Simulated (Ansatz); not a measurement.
The calculation used Ansatz 0.2.0, DFT PBE, scalar-relativistic, plane waves, PAW, and for the lanthanide a 4f-in-core norm-conserving potential. Plane waves to 770 eV, an 18×18×8 mesh through Γ for the 3-atom cell and 0.10 eV Gaussian smearing; no spin polarisation.

The zero of energy is the elements' standard structures at the same level (O₂ as a molecule); no fitted shifts are applied.

**Question.** Suggest a trial structure for a trigonal metal made of Er and O, with a formation energy near −1.80 eV/atom and about 20 Å³ per atom, in a cell of 3 atoms.

**Answer.** Er₂O, space group P-3m1 (No. 164). Around Er lie 3 O at 2.41 Å and 12 Er at 3.34–3.57 Å; around O lie 6 Er at 2.41 Å.

```
Er O
1.0
     3.47199    0.00000    0.00000
    -1.73599    3.00683    0.00000
     0.00000    0.00000    5.62215
Er O
2 1
Cartesian
  0.0000 2.0046 1.3369
  1.7360 1.0023 4.2852
  0.0000 0.0000 0.0000
```

- Volume per atom: 19.56 Å³
- Density: 9.92 g/cm³
- Energy over the elements: −1.80 eV/atom
- Gap on the 18×18×8 mesh of the 3-atom cell: 0 eV (a metal)

It was reached by relaxing an invented guess, and it needn't be the stable form of this composition. Other answers may fit too; this one was computed.

A later test with randomly moved atoms came back to the same energy, though modes that don't fit the test's cell weren't probed.

The lanthanide is trivalent by construction, without f bands, f moments or other valences. The reference runs of the other elements, and any phases without the lanthanide, used 420 eV, which shifts energies against them by under 10 meV/atom. The lanthanide's reference is the lowest of its hcp, dhcp and fcc cells.
